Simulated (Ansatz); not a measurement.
InP:
```xyz
12
Lattice="7.2730 0.0000 0.0000 0.0000 7.2730 0.0000 0.0000 0.0000 7.2730" Properties=species:S:1:pos:R:3 pbc="T T T"
In     1.8182     0.0000     3.6365
In     3.6365     1.8182     0.0000
In     3.6365     5.4547     0.0000
In     5.4547     0.0000     3.6365
In     0.0000     3.6365     5.4547
In     0.0000     3.6365     1.8182
P      1.8182     3.6365     0.0000
P      0.0000     1.8182     3.6365
P      0.0000     5.4547     3.6365
P      5.4547     3.6365     0.0000
P      3.6365     0.0000     5.4547
P      3.6365     0.0000     1.8182
```

Relaxed with r²SCAN. Special points in fractions of this cell's reciprocal vectors: Γ (0.000, 0.000, 0.000); X (0.000, 0.500, 0.000); M (0.500, 0.500, 0.000); R (0.500, 0.500, 0.500).

List the band energies nearest the valence-band maximum at these points for DFT-r²SCAN in the program Ansatz with PAW potentials.

In eV from the valence-band maximum; about four levels below and three above (degenerate sets whole), none deeper than 8.9 eV; points with the same levels are listed once.

```
k                             below                          above
-  --------------------------------  -----------------------------
Γ  -1.45 -1.45 -1.45 0.00 0.00 0.00            1.06 1.67 1.67 1.67
X           -0.76 -0.76 -0.28 -0.28            1.60 1.60 2.80 2.80
M           -0.99 -0.99 -0.80 -0.32                 2.32 2.32 2.80
R           -1.35 -1.35 -1.35 -1.35  3.47 3.47 3.47 3.47 3.47 3.47
```

Space group Pm-3n. The start of the workflow was typed in or built on a structure type; neither database checked (COD, Materials Project) lists it. It is not the phase usual at ambient conditions (space group No. 216). Symmetry was held in the r²SCAN relaxation; its stability against distortions is not shown here. The volume moved by 28 % from the start of the relaxation. Scalar-relativistic: spin–orbit coupling is off unless named, which matters more the heavier the elements.

Potentials: the earlier of the program's two PAW sets. The files were generated under PBE; for other functionals the program regenerates the frozen cores, and for LDA and PBEsol the local potential too.
